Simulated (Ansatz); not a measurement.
# HfN (rock salt): scan of one atom of the cell

Relaxed HfN (rock salt):

```
HfN
1.0
    0.00000     4.54802     4.54802
    2.27401     0.00000     2.27401
    2.27401     2.27401     0.00000
N Hf
2 2
Cartesian
  0.00000   0.00000   0.00000
  0.00000   2.27401   2.27401
  2.27401   2.27401   2.27401
  2.27401   4.54802   4.54802
```

In each cell atom 3 (Hf, nearest neighbour N at 2.274 Å; its periodic images, 3.2 Å or more away, move with it) moves by s·(0.000, 0.000, 1.000) (along Cartesian z), the rest being held.

Level of theory: PBE (plane waves to 420 eV, PAW, scalar-relativistic; Ansatz, a first-principles code). k mesh 7×14×14 (Γ-centred), Fermi-Dirac smearing 0.05 eV. The energy includes the smearing's −TS. Compression counts positive. Left out: 2 of 11 points, with atoms too close for the PAW data. With partly filled bands, energies and forces of such displacements shift with the k mesh and the smearing. F∥ is the force on the atom along that direction. F⊥ is the part of the force across the line. HfN is run without spin polarisation. HfN was relaxed with its symmetry unable to fall. Spin-orbit coupling is left out, though Hf is heavy. The PAW data are Ansatz's earlier set. ΔE is measured from the undisplaced structure.

| s (Å) | ΔE (meV/cell) | |F⊥| (eV/Å) | F∥ (eV/Å) | P (GPa) |
|---|---|---|---|---|
| -0.360 | 877 | 0.980 | 6.015 | 10.4 |
| -0.270 | 443 | 0.584 | 3.760 | 5.6 |
| -0.180 | 181 | 0.272 | 2.147 | 2.4 |
| -0.090 | 43 | 0.092 | 0.973 | 0.6 |
| 0.000 | 0 | 0.000 | 0.000 | 0.0 |
| 0.090 | 43 | 0.092 | -0.973 | 0.6 |
| 0.180 | 181 | 0.272 | -2.147 | 2.4 |
| 0.270 | 443 | 0.584 | -3.760 | 5.6 |
| 0.360 | 877 | 0.980 | -6.015 | 10.4 |

Derived quantities:

```
Item                                                                                                                                                  Value
--------------------------------------------------------  -------------------------------------------------------------------------------------------------
Energy at s = 0.360 Å                                                                                                                          877 meV/cell
Force along the line at s = -0.360 Å                                                                                                              6.01 eV/Å
Symmetry of the curve                                                                                                         even: the same for both signs
Shape of the curve                                                                           a single well with its minimum at or next to zero displacement
Force constant k = d²E/ds² at s = 0 (finite differences)                                                                                         10.4 eV/Å²
Harmonic estimate at the end of the scan                  ½ks² = 676 meV/cell against the computed 877 meV/cell, so the well is stiffer than harmonic there
```

(For displaced atoms, the force is minus the slope of the energy, and its curvature is a force constant, which sets phonon frequencies.)
